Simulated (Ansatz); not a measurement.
A comparison from first-principles data. The current through a thin insulator falls as exp(−2kd), with k the slowest decay constant of states in the gap.

MgO serves as the reference. The Fermi level is put at mid-gap. Of the planes computed for each crystal, the one with the slowest decay is listed. Wanted: the thickness for 8 decades of attenuation, and how many decades a 2.0 nm film gains over the reference.

Computed with Ansatz, a plane-wave PAW program. plane, in the cell as filed, gap, decay constant k, slowest state: r²SCAN, complex band structure, on cells taken as filed or relaxed beforehand.

No claim is made that these are known or stable phases: GaAlAs2 (R3m, hR4). Cells under pressure at the level used (negative: too large): AlN −4 GPa. Spin–orbit coupling is left out unless named; in separate runs it moves the gap by GaAlAs2 (R3m, hR4) −0.10 eV (r²SCAN); it moves the gap of GaP by under 0.05 eV.

Definitions used: decades per nm = 2k × 10 Å/ln 10 = 8.686 k; thickness = 8/(decades per nm); extra decades of a 2.0 nm film = 2.0 × (row − reference).

| crystal | plane, in the cell as filed | gap on the mesh (eV) | k at mid-gap (1/Å) | planes computed | slowest state | decades per nm | thickness (nm) | decades beyond the reference |
|---|---|---|---|---|---|---|---|---|
| MgO (rock salt), reference | (111) | 5.76 | 0.362 | 3 | at Γ | 3.144 | 2.54 | 0.0 |
| GaP (zinc blende) | (111) | 1.86 | 0.120 | 3 | at Γ | (withheld) | (withheld) | (withheld) |
| AlN (wurtzite) | (001) | 4.69 | 0.281 | 4 | at Γ | (withheld) | (withheld) | (withheld) |
| GaAlAs2 (R3m, hR4) | (110) | 1.34 | 0.080 | 1 | at Γ | (withheld) | (withheld) | (withheld) |

### Question
What belongs in the gaps?

### Answer

- GaP: decades per nm: 8.686 × 0.120 = 1.042; thickness: 8/1.042 = 7.68 nm; decades beyond the reference: 2.0 × (1.042 − 3.144) = −4.2.
- AlN: decades per nm: 8.686 × 0.281 = 2.441; thickness: 8/2.441 = 3.28 nm; decades beyond the reference: 2.0 × (2.441 − 3.144) = −1.4.
- GaAlAs2 (R3m, hR4): decades per nm: 8.686 × 0.080 = 0.695; thickness: 8/0.695 = 11.51 nm; decades beyond the reference: 2.0 × (0.695 − 3.144) = −4.9.

In order of decades per nm, highest first: MgO (3.144 ± 0.19), AlN (2.441 ± 0.15), GaP (1.042 ± 0.063), GaAlAs2 (R3m, hR4) (0.695 ± 0.042). The ± follows from allowances picked for this note (decay constant k 6 %), carried to first order and added in quadrature; ≈ joins neighbours closer than their two ± added in quadrature. 0 of the 3 others clearly beat the reference on this figure.

The gaps are the functional's own, as a rule smaller than measured ones, and k shrinks with them; planes not computed could decay more slowly; interface matching and symmetry filtering by the electrodes are not included. Where several phases of a formula are at hand, those over 0.1 eV/atom above the lowest were not drawn (by r²SCAN where it compared them, else by the largest value; a layered or molecular lowest phase counts only with a dispersion term); other phases could lie lower still. Crystals of Pb, Bi, Tl or Hg, those whose gap spin–orbit coupling moves by over 0.3 eV, and those of Te, I or Sb with no such test at hand were not drawn. Rows were sampled with a lean to familiar crystals, related or not, whatever their agreement with measurement; tables with many equal figures were not kept. Limits of the draw: gap over 1 eV, no layered crystals, primitive or conventional cells alone; no unfamiliar magnets, and cubic perovskites only if shown or known to be stable. As a rule kept out of such tables: 4f compounds, open-shell compounds run without a Hubbard term, cells found unstable in the tests at hand, cells close to a higher symmetry, and runs set to a pressure or over 12 % in volume from the crystal's fullest run.
